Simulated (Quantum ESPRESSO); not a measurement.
# Planted mistakes on one cell of GaHf3O7F

The results below are calculated, not measured. They come from pw.x of Quantum ESPRESSO 7.5, a plane-wave density functional program, with PseudoDojo standard norm-conserving files (v0.5 for PBE, v0.4.1 for LDA and PBEsol). The cells are made up: elements, strain and atom displacements were drawn at random, and nothing was relaxed. There is no spin polarisation, spin-orbit coupling or dispersion term.

The hafnium file is less sure than the others, with forces about 3 percent (worst 6) and pressure in oxides about 1.5 GPa (worst 2.7) from a second method in checks, which no rerun with the same files tests.

The cell has 12 sites of a fluorite lattice. Sites 1 to 4 hold Ga Hf Hf Hf; sites 5 to 12 hold O O O O O O O F. Cell vectors in Å: (5.010, 0.000, 0.000); (0.000, 5.010, 0.000); (0.000, 0.000, 5.010). Settings: PBE, cutoff 1143 eV, 4 x 4 x 4 k mesh shifted by half a step, Fermi-Dirac smearing of 0.025 eV.

The intended run has a self-consistency threshold of 1e-07 eV, a smearing term of 0.000 eV, a pressure of 6.57 GPa and 14 iterations. Each further run changes one thing: all lengths scaled by 0.9925; atoms of sites 10 and 12 exchanged; cutoff 599 eV; files of LDA; k mesh 1 x 1 x 1; one electron added; smearing 0.88 eV; threshold 0.4 eV. A coarse mesh keeps the shift, and a charged cell sits in a uniform background.

```
run  change of free energy (eV)  smearing term -TS (eV)  change of P (GPa)  largest change of a force component (eV/Å)  iterations
  A                       0.167                   0.000               6.00                                       0.096          14
  B                       0.099                   0.000               1.76                                       0.141           5
  C                       5.288                   0.000             -17.43                                       0.177          14
  D                      14.534                   0.000              25.30                                       0.346          13
  E                       0.122                   0.000              -0.01                                       4.092          14
  F                      31.209                   0.000            -177.08                                       0.191          14
  G                      -5.776                   0.000              -5.25                                       0.427          13
  H                      -1.423                  -4.818               4.23                                       0.422          13
```

A rerun of the intended cell at 1437 eV and k mesh 6 x 6 x 6 moved values by no more than 0.002 eV in the cell's energy, 0.04 GPa in stress and 0.004 eV/Å in force.

Question: which change belongs to which run?

## Worked reading

Run B has the fewest iterations, as a run stopped early does. Run H has the largest smearing term, as wide smearing gives. Run F has a higher energy and the largest fall in pressure, as too small a basis gives. Run A changes the volume by a factor of 0.9777; minus its pressure change over the logarithm of that factor, 266 GPa, is a rough bulk modulus with clamped atoms. Energies from files of another functional, or of a charged cell, have another zero and say nothing on stability; the pressure of a charged cell rests on the program's zero of potential too.

## Key

```
run                              change
  A        all lengths scaled by 0.9925
  B                    threshold 0.4 eV
  C                        files of LDA
  D                  one electron added
  E  atoms of sites 10 and 12 exchanged
  F                       cutoff 599 eV
  G                    k mesh 1 x 1 x 1
  H                    smearing 0.88 eV
```